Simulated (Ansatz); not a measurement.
CdS (zinc blende, F-43m), LDA (plane waves, PAW; program Ansatz): ε∞ = 6.63, cell volume 47.69 Å³. Infrared-active transverse modes:

```json
[
 {"ω_TO (cm⁻¹)": "244.1", "oscillator strength S_xx (e²/amu)": "0.1824"}
]
```

**Question.** Compute the static dielectric constant.

**Answer.** Each mode adds (4.921e7/V) S/ω²: 3.16. So ε0 = 9.79.

**Question.** What LO frequency does the Lyddane–Sachs–Teller relation give?

**Answer.** ω_LO = ω_TO √(ε0/ε∞) = 297 cm⁻¹.

The LDA relaxation kept the symmetry of its start; phonons on a q-mesh show no instability. Scalar-relativistic: spin–orbit coupling is off unless named, which matters more the heavier the elements.

Potentials: the later of the program's two PAW sets.
